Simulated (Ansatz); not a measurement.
BaTiO3:
```cif
data_BaO3Ti
_chemical_formula_sum 'Ba1 Ti1 O3'
_space_group_name_H-M_alt 'Pm-3m'
_space_group_IT_number 221
_space_group_name_Hall '-P 4 2 3'
_cell_length_a 4.01933
_cell_length_b 4.01933
_cell_length_c 4.01933
_cell_angle_alpha 90.000
_cell_angle_beta 90.000
_cell_angle_gamma 90.000
loop_
_atom_site_label
_atom_site_type_symbol
_atom_site_symmetry_multiplicity
_atom_site_Wyckoff_symbol
_atom_site_fract_x
_atom_site_fract_y
_atom_site_fract_z
_atom_site_occupancy
Ba1 Ba 1 b 0.50000 0.50000 0.50000 1
Ti1 Ti 1 a 0.00000 0.00000 0.00000 1
O1 O 3 d 0.00000 0.00000 0.50000 1
```

This is the PBE-relaxed structure.

All from PBE (plane waves, PAW; program Ansatz), unless another level is named. Estimate the Poisson's ratio.

0.23.

What about the elastic constants (relaxed ions, GPa)?

C11 = 282, C12 = 103, C44 = 119.

This is a known high-temperature phase of the composition, computed here at zero pressure and temperature. Symmetry was held in the PBE relaxation. At this level the phase is dynamically unstable (imaginary phonons). The run is not spin-polarised. Scalar-relativistic: spin–orbit coupling is off unless named, which matters more the heavier the elements.

Potentials: the later of the program's two PAW sets.
